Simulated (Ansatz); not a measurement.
The relaxed structure here is a generated cell of B: the first start was made by a random draw of sites in a space group, and the end was not matched to a known phase here, so it may be hypothetical.

A relaxed structure of B. Method: r2SCAN (plane waves to 500 eV, PAW, scalar-relativistic; Ansatz, a quantum-chemistry and plane-wave program).

```
CELL_PARAMETERS angstrom
      2.84326     0.00000     0.00000
      1.41838     4.25088     0.00000
      1.41572     1.44666     4.54702
ATOMIC_POSITIONS crystal
  B  0.11651 0.13453 0.13142
  B  0.53670 0.76578 0.66028
  B  0.68567 0.86454 0.26375
  B  0.09500 0.50238 0.80774
  B  0.90500 0.49762 0.19226
  B  0.31433 0.13546 0.73625
  B  0.46330 0.23422 0.33972
  B  0.88349 0.86547 0.86858
```

Problem. Find the space group and the Wyckoff positions (tolerance 0.01 Å).

Solution. Space group C2/m (No. 12); a = 8.502 Å, b = 2.843 Å, c = 5.342 Å, α = γ = 90.00°, β = 121.66°

| atom | site | symmetry | x | y | z |
|---|---|---|---|---|---|
| B | 4i | m | 0.1175 | 0.0000 | 0.8686 |
| B | 4i | m | 0.0375 | 0.5000 | 0.3397 |
| B | 4i | m | 0.3136 | 0.0000 | 0.2637 |
| B | 4i | m | 0.0955 | 0.0000 | 0.1923 |

Problem. Give the shortest distances between elements (the closest pairs, up to four, under 3.6 Å).

Solution. B–B 1.65 Å.

The volume per atom is 6.87 Å³ and the density comes out as 2.61 g/cm³. The band gap is zero (metallic).

No spin polarisation in the result.

It was reached from a disturbed copy of a Fmmm (No. 69) cell, against which it lies -0.64 eV/atom.
